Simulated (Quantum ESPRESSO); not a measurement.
## SiAlPO6 (input and log of a self-consistent run)

A calculation, not a measurement. The program is pw.x of Quantum ESPRESSO 7.5 (plane-wave density functional theory). The cell is made up: 9 atoms on a quartz lattice, with randomly drawn elements, strain and displacements, not relaxed. PseudoDojo standard norm-conserving files (v0.5 for PBE, v0.4.1 for LDA and PBEsol) set the functional; there is no spin polarisation, spin-orbit coupling or dispersion term, and the masses in the input are unused placeholders.

Input:

```
&control calculation='scf', pseudo_dir='./dojo.nc.sr.pbe.v0_5.standard.upf', outdir='./o', disk_io='low', tprnfor=.true., tstress=.true. /
&system ibrav=0, nat=9, ntyp=4, nbnd=30, ecutwfc=84.00895049, nosym=.true., tot_charge=0,
 occupations='smearing', smearing='fd', degauss=0.0018374661
/
&electrons conv_thr=7.350e-09, electron_maxstep=60, /
ATOMIC_SPECIES
Al 1.0 Al.upf
O 1.0 O.upf
P 1.0 P.upf
Si 1.0 Si.upf
CELL_PARAMETERS angstrom
5.1492 -0.0243 -0.0343
-2.5956 4.4513 0.0214
-0.0384 0.0055 5.5676
ATOMIC_POSITIONS angstrom
Si 2.4078 0.0398 3.6627
Al -1.2793 2.1476 1.7173
P 1.4193 2.4601 -0.0428
O 1.3049 1.2186 4.3461
O 3.4069 0.6969 2.6167
O 2.8486 2.5145 0.5847
O 0.1459 1.9664 1.147
O -1.2024 3.2847 3.0908
O 0.7722 3.7374 4.8114
K_POINTS automatic
5 5 4 1 1 1
```

The log is shortened where brackets say so; the opening notice, blank lines, dates and the lines on written files are dropped, and the path of the files is cut. It prints rydbergs, bohrs and kilobars, and counts compression as positive stress. With no partly filled state, the Fermi energy that it prints is only some level between the filled and the empty states on the mesh, and need not lie in the true gap.

```
     Program PWSCF v.7.5
     Parallel version (MPI & OpenMP), running on       4 processor cores
     Number of MPI processes:                 4
     Threads/MPI process:                     1
     [start-up lines left out]
     bravais-lattice index     =            0
     lattice parameter (alat)  =       9.7309  a.u.
     unit-cell volume          =     858.7647 (a.u.)^3
     number of atoms/cell      =            9
     number of atomic types    =            4
     number of electrons       =        48.00
     number of Kohn-Sham states=           30
     kinetic-energy cutoff     =      84.0090  Ry
     charge density cutoff     =     336.0358  Ry
     scf convergence threshold =      7.3E-09
     mixing beta               =       0.7000
     number of iterations used =            8  plain     mixing
     Exchange-correlation= PBE
                           (   1   4   3   4   0   0   0)
     [axes and pseudopotential details left out]
   Cartesian axes
     site n.     atom                  positions (alat units)
         1        Si     tau(   1) = (   0.4675910   0.0077291   0.7112907  )
         2        Al     tau(   2) = (  -0.2484381   0.4170606   0.3334970  )
         3        P      tau(   3) = (   0.2756259   0.4777476  -0.0083117  )
         4        O      tau(   4) = (   0.2534096   0.2366502   0.8440059  )
         5        O      tau(   5) = (   0.6616147   0.1353369   0.5081591  )
         6        O      tau(   6) = (   0.5531937   0.4883120   0.1135478  )
         7        O      tau(   7) = (   0.0283336   0.3818718   0.2227456  )
         8        O      tau(   8) = (  -0.2335042   0.6378837   0.6002286  )
         9        O      tau(   9) = (   0.1499600   0.7257973   0.9343664  )
     number of k points=    50  Fermi-Dirac smearing, width (Ry)=  0.0018
                       cart. coord. in units 2pi/alat
        k(    1) = (   0.1015998   0.1743680   0.1161387), wk =   0.0400000
        k(    2) = (   0.1031391   0.1741539   0.3473700), wk =   0.0400000
     [further k points left out]
     Dense  grid:    89351 G-vectors     FFT dimensions: (  60,  60,  64)
     Estimated max dynamical RAM per process >     181.76 MB
     Estimated total dynamical RAM >     661.60 MB
     Initial potential from superposition of free atoms
     starting charge      47.9968, renormalised to      48.0000
     Starting wfcs are   36 randomized atomic wfcs
     total cpu time spent up to now is        2.2 secs
     per-process dynamical memory:   138.8 Mb
     Self-consistent Calculation
     iteration #  1     ecut=    84.01 Ry     beta= 0.70
     Davidson diagonalization with overlap
     ethr =  1.00E-02,  avg # of iterations =  3.0
     total cpu time spent up to now is        5.5 secs
     total energy              =    -224.67670037 Ry
     estimated scf accuracy    <       2.77339639 Ry
     iteration #  2     ecut=    84.01 Ry     beta= 0.70
     Davidson diagonalization with overlap
     ethr =  5.78E-03,  avg # of iterations =  2.2
     total cpu time spent up to now is        8.5 secs
     total energy              =    -225.29518102 Ry
     estimated scf accuracy    <       2.99829903 Ry
     iteration #  3     ecut=    84.01 Ry     beta= 0.70
     Davidson diagonalization with overlap
     ethr =  5.78E-03,  avg # of iterations =  2.0
     total cpu time spent up to now is       11.1 secs
     total energy              =    -225.88367676 Ry
     estimated scf accuracy    <       0.09599749 Ry
     iteration #  4     ecut=    84.01 Ry     beta= 0.70
     Davidson diagonalization with overlap
     ethr =  2.00E-04,  avg # of iterations =  6.1
     total cpu time spent up to now is       14.4 secs
     total energy              =    -225.90795881 Ry
     estimated scf accuracy    <       0.00972203 Ry
     iteration #  5     ecut=    84.01 Ry     beta= 0.70
     Davidson diagonalization with overlap
     ethr =  2.03E-05,  avg # of iterations =  6.9
     total cpu time spent up to now is       18.1 secs
     total energy              =    -225.90934411 Ry
     estimated scf accuracy    <       0.00304320 Ry
     [iterations 6 to 8 left out]
     iteration #  9     ecut=    84.01 Ry     beta= 0.70
     Davidson diagonalization with overlap
     ethr =  1.35E-08,  avg # of iterations =  2.0
     total cpu time spent up to now is       29.3 secs
     total energy              =    -225.90976203 Ry
     estimated scf accuracy    <       0.00000106 Ry
     iteration # 10     ecut=    84.01 Ry     beta= 0.70
     Davidson diagonalization with overlap
     ethr =  2.21E-09,  avg # of iterations =  2.0
     total cpu time spent up to now is       32.0 secs
     total energy              =    -225.90976218 Ry
     estimated scf accuracy    <       0.00000030 Ry
     iteration # 11     ecut=    84.01 Ry     beta= 0.70
     Davidson diagonalization with overlap
     ethr =  6.17E-10,  avg # of iterations =  2.0
     total cpu time spent up to now is       34.5 secs
     total energy              =    -225.90976219 Ry
     estimated scf accuracy    <       0.00000004 Ry
     iteration # 12     ecut=    84.01 Ry     beta= 0.70
     Davidson diagonalization with overlap
     ethr =  8.82E-11,  avg # of iterations =  2.2
     total cpu time spent up to now is       37.3 secs
     total energy              =    -225.90976221 Ry
     estimated scf accuracy    <       0.00000001 Ry
     iteration # 13     ecut=    84.01 Ry     beta= 0.70
     Davidson diagonalization with overlap
     ethr =  2.36E-11,  avg # of iterations =  2.0
     total cpu time spent up to now is       39.9 secs
     End of self-consistent calculation
          k = 0.1016 0.1744 0.1161 ( 11162 PWs)   bands (ev):
   -19.0121 -17.7890 -16.3372 -15.4157 -14.8030 -13.7408  -8.8437  -6.3924
    -5.0511  -4.3132  -3.0407  -2.3862  -1.8916  -1.8688  -1.1430  -1.1084
    -0.4132  -0.0058   0.3363   0.6537   0.8942   1.2956   1.8398   2.3164
     5.9006   8.1766   8.4598   9.2906   9.6652  11.1620
     [levels at the other k points left out]
     the Fermi energy is     3.8441 ev
!    total energy              =    -225.90976221 Ry
     estimated scf accuracy    <          1.2E-09 Ry
     smearing contrib. (-TS)   =       0.00000000 Ry
     internal energy E=F+TS    =    -225.90976221 Ry
     The total energy is F=E-TS. E is the sum of the following terms:
     one-electron contribution =    -115.43883106 Ry
     hartree contribution      =      81.81518137 Ry
     xc contribution           =     -60.18561152 Ry
     ewald contribution        =    -132.10050100 Ry
     convergence has been achieved in  13 iterations
     Forces acting on atoms (cartesian axes, Ry/au):
     atom    1 type  4   force =    -0.09991947   -0.04441104   -0.09358643
     atom    2 type  1   force =    -0.03158601   -0.03211540    0.37790787
     atom    3 type  3   force =    -0.14905275   -0.13290795   -0.00289195
     atom    4 type  2   force =     0.04970594    0.06892936    0.09967628
     atom    5 type  2   force =    -0.01964612   -0.00590258   -0.00715372
     atom    6 type  2   force =    -0.30653971    0.09222458   -0.25075954
     atom    7 type  2   force =     0.43120183    0.01834688   -0.24697217
     atom    8 type  2   force =     0.05042901    0.08941730    0.03193777
     atom    9 type  2   force =     0.07540728   -0.05358116    0.09184188
     Total force =     0.815013     Total SCF correction =     0.000045
     Computing stress (Cartesian axis) and pressure
          total   stress  (Ry/bohr**3)                   (kbar)     P=      -33.41
   0.00022425  -0.00038216   0.00037486           32.99      -56.22       55.14
  -0.00038216  -0.00073787  -0.00034027          -56.22     -108.54      -50.06
   0.00037486  -0.00034027  -0.00016771           55.14      -50.06      -24.67
     init_run     :      2.11s CPU      2.18s WALL (       1 calls)
     electrons    :     37.55s CPU     37.69s WALL (       1 calls)
     forces       :      0.61s CPU      0.61s WALL (       1 calls)
     stress       :      1.99s CPU      1.99s WALL (       1 calls)
     [timing details left out]
     PWSCF        :     42.32s CPU     42.54s WALL
     JOB DONE.
```

In other units: free energy -3073.659 eV for the cell, pressure -3.34 GPa, largest force component 11.087 eV/Å. A rerun of the same cell at another strain at a cutoff of 1437 eV and k mesh 7 x 7 x 6 moved values by no more than 0.003 eV in energy, 0.03 GPa in stress and 0.002 eV/Å in force.